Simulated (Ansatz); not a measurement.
Mo:
```xyz
1
Lattice="-1.5647 1.5647 1.5647 1.5647 -1.5647 1.5647 1.5647 1.5647 -1.5647" Properties=species:S:1:pos:R:3 pbc="T T T"
Mo     0.0000     0.0000     0.0000
```

Relaxed with PBEsol in the plane-wave PAW code Ansatz. Indices refer to the conventional cell of Im-3m, a = b = c = 3.129 Å, α = β = γ = 90.00°.

Problem. Simulate the powder diffraction pattern (Fe Kα, λ = 1.93735 Å; lines above 1 %) up to 2θ = 90°.

Solution. Simulated powder pattern, Fe Kα, λ = 1.93735 Å (kinematic, ideal powder, no thermal factors, no anomalous dispersion; the 30 strongest lines at most, above 1 %, up to 2θ = 90°):

```csv
2θ (°),d (Å),I/Imax (%),hkl
51.92,2.213,100,(110)
76.50,1.565,16,(200)
```

Symmetry was held in the PBEsol relaxation. No spin polarisation was allowed.

Potentials: the earlier of the program's two PAW sets.
